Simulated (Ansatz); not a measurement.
GePd (CsCl type, Pm-3m) under volume change, plane-wave PAW PBEsol (Ansatz code), scaled uniformly.

```json
[
 {"V (Å³/atom)": "13.795", "E − E(relaxed) (meV/atom)": "68.4", "P (GPa)": "17.77"},
 {"V (Å³/atom)": "14.250", "E − E(relaxed) (meV/atom)": "28.2", "P (GPa)": "10.72"},
 {"V (Å³/atom)": "14.705", "E − E(relaxed) (meV/atom)": "6.5", "P (GPa)": "4.78"},
 {"V (Å³/atom)": "15.159", "E − E(relaxed) (meV/atom)": "0.0", "P (GPa)": "0.00"},
 {"V (Å³/atom)": "15.614", "E − E(relaxed) (meV/atom)": "5.5", "P (GPa)": "-3.73"},
 {"V (Å³/atom)": "16.069", "E − E(relaxed) (meV/atom)": "20.7", "P (GPa)": "-6.87"},
 {"V (Å³/atom)": "16.524", "E − E(relaxed) (meV/atom)": "44.0", "P (GPa)": "-9.49"}
]
```

Problem. What does a third-order Birch–Murnaghan fit give for V₀, B₀ and B′?

Solution. V₀ = 15.17 Å³/atom, B₀ = 142 GPa, B′ = 5.9.

The cell is a constructed one: a structure type filled with these elements; neither database checked (COD, Materials Project) lists it. COD files the formula under space group No. 62. Whether it is the stable phase at ambient conditions was not checked. The PBEsol relaxation kept the symmetry of its start; whether a distortion lowers the energy is not shown. The run is not spin-polarised.

Potentials: the earlier of the program's two PAW sets. The files were generated under PBE; for other functionals the program regenerates the frozen cores, and for LDA and PBEsol the local potential too.
